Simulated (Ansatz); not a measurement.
# Stability checks on a candidate for Co₂Si₆Ni

The cell was found from a structure generator's guess, not taken from experiment.

These are results of Ansatz 0.2.0, DFT PBE, scalar-relativistic, plane waves, PAW, not measurements. Cutoff 420 eV, Γ-centred 12×12×4 mesh (9-atom cell), Gaussian smearing of 0.10 eV, no spin polarisation.

```xyz
9
Lattice="3.7937 0.0000 0.0000 -1.8969 3.2855 0.0000 0.0000 0.0000 9.3427" Properties=species:S:1:pos:R:3 pbc="T T T"
Co    1.8969    1.0952    7.7761
Co    0.0000    2.1903    1.5666
Si    0.0000    0.0000    7.0540
Si    0.0000    2.1903    3.8521
Si    1.8969    1.0952    0.7591
Si    1.8969    1.0952    5.4906
Si    0.0000    0.0000    2.2887
Si    0.0000    2.1903    8.5836
Ni    0.0000    0.0000    4.6714
```

The zero of energy is the elements' standard structures at the same level; no fitted shifts are applied.

Problem. These tests were run: energy against the elements; phonons on a 2×2×1 q mesh; elastic tensor. What do they show?

Solution.

```
                       test                         result
energy against the elements                  −0.46 eV/atom
  phonons on a 2×2×1 q mesh  no imaginary mode on the mesh
             elastic tensor        least eigenvalue 46 GPa
```

It fails none of these tests. Other phases of the system weren't compared here, so this isn't yet thermodynamic stability.

Trial moments died out on the coarse mesh, so the last step has no spin; another magnetic start might hold. The run for the phonons used a 12×12×4 k mesh and Fermi–Dirac smearing of 0.15 eV. The run for the elastic tensor used a 12×12×4 k mesh and Fermi–Dirac smearing of 0.15 eV.
